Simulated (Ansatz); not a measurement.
**Is this TiAl₄Ni₃ structure stable?**

The cell was found from a structure generator's guess, not taken from experiment.

The calculation used DFT PBE, scalar-relativistic, plane waves, PAW (Ansatz). Settings of the last relaxation (8-atom cell): 420 eV, 10×10×6 k points, Gaussian smearing of 0.10 eV, no spin polarisation.

```
Ti Al Ni
1.0
     4.02883    0.00000    0.00000
     0.00000    4.02883    0.00000
     0.00000    0.00000    6.50511
Ti Al Ni
1 4 3
Direct
  0.50000 0.50000 0.50000
  0.50000 0.00000 0.77165
  0.00000 0.50000 0.77165
  0.50000 0.00000 0.22835
  0.00000 0.50000 0.22835
  0.00000 0.00000 0.00000
  0.50000 0.50000 0.00000
  0.00000 0.00000 0.50000
```

The zero of energy is the elements' standard structures at the same level; no fitted shifts are applied.

Question: These tests were run: energy against the elements; phonons on a 2×2×1 q mesh; elastic tensor. What do they show?

Answer:

```json
{"test": "energy against the elements", "result": "−0.52 eV/atom"}
{"test": "phonons on a 2×2×1 q mesh", "result": "no imaginary mode on the mesh"}
{"test": "elastic tensor", "result": "least eigenvalue 39 GPa"}
```

It fails none of these tests. Whether a mixture of other phases lies lower isn't tested here.

Trial moments died out on the coarse mesh, so the last step has no spin; another magnetic start might hold. The run for the phonons used a 10×10×6 k mesh and Fermi–Dirac smearing of 0.15 eV. The run for the elastic tensor used a 10×10×6 k mesh and Fermi–Dirac smearing of 0.15 eV.
